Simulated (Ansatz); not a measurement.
BeCdO2 in space group P3m1 (No. 156; Cd on 1b, O on 1b, Be on 1c, O on 1c), r²SCAN in the plane-wave PAW code Ansatz. The conduction-band minimum lies at Γ, with 1 equivalent valley. Second derivatives d²E/dk² of the lowest band at one valley (eV·Å²), along Cartesian directions:

| direction | d²E/dk² |
|---|---|
| [100] | 25.91 |
| [010] | 25.91 |
| [001] | 29.56 |
| [110] | 25.91 |
| [101] | 27.73 |
| [011] | 27.73 |

Q: Find the principal effective masses, the density-of-states mass and the conductivity mass.

A: Off-diagonal terms follow from H_xy = H[110] − (H_xx + H_yy)/2, and m*/mₑ = 7.620 eV·Å² over each eigenvalue: 0.26, 0.29, 0.29. One valley's DOS mass (m₁m₂m₃)^(1/3) = 0.28, conductivity mass 3/(Σ 1/mᵢ) = 0.28 mₑ.

Q: What effective density of states Nc follows at 300 K for parabolic valleys?

A: Nc = 2.509e19 × 1 × (0.28)^(3/2) ≈ 3.7e18 cm⁻³.

The start of the workflow was typed in or built on a structure type; neither database checked (COD, Materials Project) lists it. Whether it is the stable phase at ambient conditions was not checked. Symmetry was held in the r²SCAN relaxation; whether a distortion lowers the energy is not shown. Scalar-relativistic: spin–orbit coupling is off unless named, which matters more the heavier the elements.

Potentials: the earlier of the program's two PAW sets. The files were generated under PBE; for other functionals the program regenerates the frozen cores, and for LDA and PBEsol the local potential too.

Edges and masses are those of Kohn–Sham bands, whose gap is no quasiparticle gap.
